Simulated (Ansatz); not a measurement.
Input and command of a plane-wave DFT calculation in Ansatz:

```yaml
crystal:
  lattice:
    - [0.0, 2.9159618632, 2.9159618632]
    - [2.9159618632, 0.0, 2.9159618632]
    - [2.9159618632, 2.9159618632, 0.0]
  atoms:
    - { symbol: Ge, position: [0.0, 0.0, 0.0] }
    - { symbol: Ge, position: [0.25, 0.25, 0.25] }
    - { symbol: "N", position: [0.5, 0.5, 0.5] }
    - { symbol: "N", position: [0.75, 0.75, 0.75] }
basis:
  ecutwfc: 420
kpoints:
  mp_grid: { grid: [14, 14, 14] }
hamiltonian:
  xc: pbe
scf:
  occupations: { method: gaussian, width: 0.1 }
output:
  forces: true
  stress: true
  eigenvalues: true
relax:
  adjacent_minimum: "off"
  f_tol: 0.01
  max_steps: 80
  cell: { stress_tol: 0.05 }
```

```bash
ansatz run input.yaml --threads 1 --pin off --max-ram 2560MiB --backend cpu --events-out ev --progress --plain --runs-dir out
```

Processor: Arm Neoverse V1, 1 thread, on a host shared with other jobs.

Question: How long does it run, and how much memory does it take?

Answer: About 23 s on 1 thread of Arm Neoverse V1, on a shared host, peak memory 0.4 GiB. It solves 23 bands at 104 k points (the mesh reduced by the symmetry that the task leaves, which can be less than the crystal's) with about 941 plane waves (on the last cell), in 21 SCF iterations over 3 ionic steps.
